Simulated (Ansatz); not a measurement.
Relaxation of a relaxed Ir cell displaced along its unstable phonon at q = (½, ½, 0) of its primitive reciprocal cell (93i cm⁻¹), largest move 0.15 Å; 2 atoms in the cell, which starts as Cmcm (No. 63), oS4; a = 2.642 Å, b = c = 4.684 Å, α = β = γ = 90.00°. The numbers are results of PBEsol (plane waves to 420 eV, PAW, scalar-relativistic; Ansatz, an electronic-structure program), not measurements. Γ-centred k-mesh 15×15×15 on the run's cell (coarser than for final values), Fermi–Dirac smearing 0.05 eV. This is the first round of the run. 

The optimiser's lines from the output (shortened; P is positive under compression):

```
relax step   1: F+E_penalty+E_count = -23597.49487827 eV  Δ(F+E_penalty+E_count) = +0.000e0 eV  max|allowed force component| = 4.793e-1 eV/Å  Δτ_max = 0.0000 Å  P = -1.922 GPa  Ω = 28.976 Å³  (6 SCF iters, dr2 threshold 1.00e-7 eV, accepted)
relax step   2: F+E_penalty+E_count = -23597.87579510 eV  Δ(F+E_penalty+E_count) = -3.809e-1 eV  max|allowed force component| = 3.106e-1 eV/Å  Δτ_max = 0.1948 Å  P = +1.737 GPa  Ω = 28.156 Å³  (6 SCF iters, dr2 threshold 2.00e-7 eV, accepted)
relax step   3: F+E_penalty+E_count = -23597.77212760 eV  Δ(F+E_penalty+E_count) = +1.037e-1 eV  max|allowed force component| = 8.044e-1 eV/Å  Δτ_max = 0.1388 Å  P = -3.525 GPa  Ω = 28.734 Å³  (6 SCF iters, dr2 threshold 2.00e-7 eV, rejected (line search))
relax step   4: F+E_penalty+E_count = -23597.92225585 eV  Δ(F+E_penalty+E_count) = -4.646e-2 eV  max|allowed force component| = 1.232e-1 eV/Å  Δτ_max = 0.0292 Å  P = -2.620 GPa  Ω = 28.422 Å³  (8 SCF iters, accepted)
relax step   5: F+E_penalty+E_count = -23597.92716047 eV  Δ(F+E_penalty+E_count) = -4.905e-3 eV  max|allowed force component| = 5.071e-3 eV/Å  Δτ_max = 0.0169 Å  P = -0.017 GPa  Ω = 28.222 Å³  (6 SCF iters, dr2 threshold 2.00e-7 eV, accepted)
relax step   6: F+E_penalty+E_count = -23597.92716569 eV  Δ(F+E_penalty+E_count) = -5.213e-6 eV  max|allowed force component| = 1.429e-4 eV/Å  Δτ_max = 0.0006 Å  P = +0.000 GPa  Ω = 28.221 Å³  (8 SCF iters, dr2 threshold 2.53e-9 eV, accepted)
relax step   7: F+E_penalty+E_count = -23597.92664891 eV  Δ(F+E_penalty+E_count) = +5.168e-4 eV  max|allowed force component| = 1.068e-4 eV/Å  Δτ_max = 0.0000 Å  P = +0.011 GPa  Ω = 28.221 Å³  stress off target by 3.44e-2 GPa  SCF on the basis re-selected at this cell (its energy is not comparable with the rows above)  (6 SCF iters)
relax step   8: F+E_penalty+E_count = -23597.92664875 eV  Δ(F+E_penalty+E_count) = +1.560e-7 eV  max|allowed force component| = 2.445e-6 eV/Å  Δτ_max = 0.0000 Å  P = -0.000 GPa  Ω = 28.222 Å³  (6 SCF iters, dr2 threshold 2.97e-9 eV, accepted)
relax step   9: F+E_penalty+E_count = -23597.92664897 eV  Δ(F+E_penalty+E_count) = -2.242e-7 eV  max|allowed force component| = 2.421e-6 eV/Å  Δτ_max = 0.0000 Å  P = -0.000 GPa  Ω = 28.222 Å³  stress off target by 5.84e-4 GPa  SCF on the basis re-selected at this cell (its energy is not comparable with the rows above)  (7 SCF iters)
```

From the first to the last row the energy changes by -0.22 eV/atom and the volume by -2.6 %. The last row is marked as not comparable with the walk above it, whose basis was carried along; it does compare with step 1, since both stand on a basis selected at the nominal cutoff for their own cell.

Step 3 was rejected by the optimiser.

Later rounds, restarted from the end of this one on a renewed k-mesh, logged 4 more steps and released under 0.01 eV/atom more. The final structure after all rounds: P6₃/mmc (No. 194), hP2, hcp (Mg type); a = b = 2.7192 Å, c = 4.4079 Å, α = β = 90.00°, γ = 120.00°. Between re-selections the logged energies stand on a plane-wave basis carried along with the cell. No spin polarisation in the result.

The run could not lose the symmetry of its start: the end is stationary, and may be a saddle point rather than a minimum.

The relaxed structure here is a generated cell of Ir: the first start was made by placing the elements on the sites of a structure type, and the end was not matched to a known phase here, so it may be hypothetical. Known forms of Ir include space group No. 225.
